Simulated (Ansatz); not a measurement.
The start is a generated trial cell of Y in the fcc structure type. Cell shape, volume and atoms are optimised at zero target pressure with r2SCAN (plane waves to 500 eV, PAW, scalar-relativistic; Ansatz, an electronic-structure program). The first steps use a coarse 11×11×11 k-mesh.

Initial structure:
```yaml
crystal:
  lattice:
    - [0.00000, 2.54786, 2.54786]
    - [2.54786, 0.00000, 2.54786]
    - [2.54786, 2.54786, 0.00000]
  atoms:
    - { symbol: Y, position: [0.00000, 0.00000, 0.00000] }
```

How much energy is released per atom?

Under 0.01 eV/atom.

Is the relaxed structure metallic? Give its gap.

No gap (metallic).

What does it relax into? Give the structure.


Space group Fm-3m (No. 225); a = 5.1012 Å, b = 5.1012 Å, c = 5.1012 Å, α = 90.00°, β = 90.00°, γ = 90.00°

```json
[
 {"atom": "Y", "site": "4a", "symmetry": "m-3m", "x": "0.0000", "y": "0.0000", "z": "0.0000"}
]
```
(The calculation used a cell of 1 atom; values per cell refer to that cell.)

The space group stays Fm-3m (No. 225) (the run could not lower it); the end is fcc (Cu type), with 1 atom in the primitive cell. Final values are on a 16×16×16 k-mesh of the relaxed cell. No spin polarisation in the result.

The run could not lose the symmetry of its start: the end is stationary, and may be a saddle point rather than a minimum.

The relaxed structure here is a generated cell of Y: the first start was made by placing the elements on the sites of a structure type, and the end was not matched to a known phase here, so it may be hypothetical. Known forms of Y include space group No. 194.
